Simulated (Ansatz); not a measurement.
NbSi₂:
Space group P6₄22 (No. 181); a = 4.7692 Å, b = 4.7692 Å, c = 6.5715 Å, α = 90.00°, β = 90.00°, γ = 120.00°

| atom | site | symmetry | x | y | z |
|---|---|---|---|---|---|
| Si | 6i | ..2 | 0.1595 | 0.3190 | 0.0000 |
| Nb | 3c | 222 | 0.5000 | 0.0000 | 0.0000 |

Relaxed at zero pressure with the program Ansatz at the PBEsol level (PAW).

**Question.** The volume is lowered by 6 % and shape and atoms relax at that volume. What pressure results, and how do the axes share the change?

**Answer.** 13.1 GPa; a -2.2 %, b -2.2 %, c -1.6 %; the energy rises by 34 meV/atom.

**Question.** Give the new structure.

**Answer.** 
Space group P6₄22 (No. 181); a = b = 4.662 Å, c = 6.463 Å, α = β = 90.00°, γ = 120.00°

```
atom  site  symmetry       x       y       z
----  ----  --------  ------  ------  ------
Si      6i       ..2  0.1598  0.3197  0.0000
Nb      3c       222  0.5000  0.0000  0.0000
```

The phase is kept; no other phase was compared at this pressure.

Space group P6_422. The workflow started from an entry of the Crystallography Open Database (COD), which files this formula under 2 space groups. Whether it is the stable phase at ambient conditions was not checked. The cell was relaxed with PBEsol under the symmetry of its start; its stability against distortions is not shown here. The run is not spin-polarised.

Potentials: the later of the program's two PAW sets.
